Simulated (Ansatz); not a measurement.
CaSe (rock salt, Fm-3m), DFT-LDA in the program Ansatz with PAW potentials: ε∞ = 6.02, cell volume 48.55 Å³. Infrared-active transverse modes:

```tsv
ω_TO (cm⁻¹)	oscillator strength S_xx (e²/amu)
191.6	0.2079
```

Task: Compute the static dielectric constant.

Result: Each mode adds (4.921e7/V) S/ω²: 5.74. So ε0 = 11.8.

Task: What LO frequency does the Lyddane–Sachs–Teller relation give?

Result: ω_LO = ω_TO √(ε0/ε∞) = 268 cm⁻¹.

The LDA relaxation kept the symmetry of its start; phonons on a q-mesh show no instability. Spin–orbit coupling is left out wherever it is not named.

Potentials: the later of the program's two PAW sets.
